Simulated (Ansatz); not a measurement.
# AlIn₂Sb₃: from a guess to a relaxed structure

The calculation used DFT PBE, scalar-relativistic, plane waves, PAW in Ansatz. Cutoff 420 eV, Gaussian smearing, Γ-centred meshes. Cell and atoms relax first on a coarse mesh and then on a finer one. In between, the cell is made exact in the group found at 0.06 Å. In metals the finer mesh still leaves noise of several meV/atom or more. The steps can't lower the symmetry of their start. No spin polarisation.

The cell of AlIn₂Sb₃ is invented: random cell by space group and Wyckoff sites (P4/mmm, No. 123). Its size is a rough estimate.

```
Al In Sb
1.0
     5.64286    0.00000    0.00000
     0.00000    5.64286    0.00000
     0.00000    0.00000    5.72424
Al In Sb
1 2 3
Direct
  0.00000 0.00000 0.50000
  0.00000 0.50000 0.50000
  0.50000 0.00000 0.50000
  0.00000 0.00000 0.00000
  0.50000 0.50000 0.50000
  0.50000 0.50000 0.00000
```

The zero of energy is the elements' standard structures at the same level; no fitted shifts are applied.

Problem. Which structure results?

Solution. The symmetry stays P4/mmm (No. 123). The volume per atom grows by 5.8 %, from 30.4 to 32.1 Å³. The shortest distance goes from 2.82 Å (Al–In and In–Sb) to 2.86 Å (Al–Sb and Sb–Sb). Conventional cell: a = 5.810 Å, c = 5.714 Å. Al is surrounded by 2 Sb at 2.86 Å and 4 In at 2.90 Å; In has 2 Al at 2.90 Å and 2 Sb at 2.90 Å; Sb on its first site has 2 Al at 2.86 Å; Sb on its second site is surrounded by 2 Sb at 2.86 Å and 4 In at 2.90 Å; Sb on its third site is surrounded by 2 Sb at 2.86 Å.

```xyz
6
Lattice="5.8100 0.0000 0.0000 0.0000 5.8100 0.0000 0.0000 0.0000 5.7135" Properties=species:S:1:pos:R:3 pbc="T T T"
Al    0.0000    0.0000    2.8568
In    0.0000    2.9050    2.8568
In    2.9050    0.0000    2.8568
Sb    0.0000    0.0000    0.0000
Sb    2.9050    2.9050    2.8568
Sb    2.9050    2.9050    0.0000
```

Problem. Give its energy and gap.

Solution. The energy over the elements is +0.41 eV/atom. The gap on the 8×8×8 mesh of the 6-atom cell is 0 eV (a metal).

It can't be a ground state, since the elements alone are lower.

The last run used Gaussian smearing of 0.10 eV. These runs have no spin–orbit coupling, which can matter for Sb. Symmetry constrained the relaxation, so the result can be a saddle point. In all, the 3 runs took 6.3 min on 1 thread of Intel(R) Xeon(R) Processor @ 2.50GHz (Skylake/Cascade Lake), with other jobs on the host. Another cell of AlIn2Sb3 relaxed alike, in P-6m2, lies 297 meV/atom lower, so this cell isn't the stable form at this level.
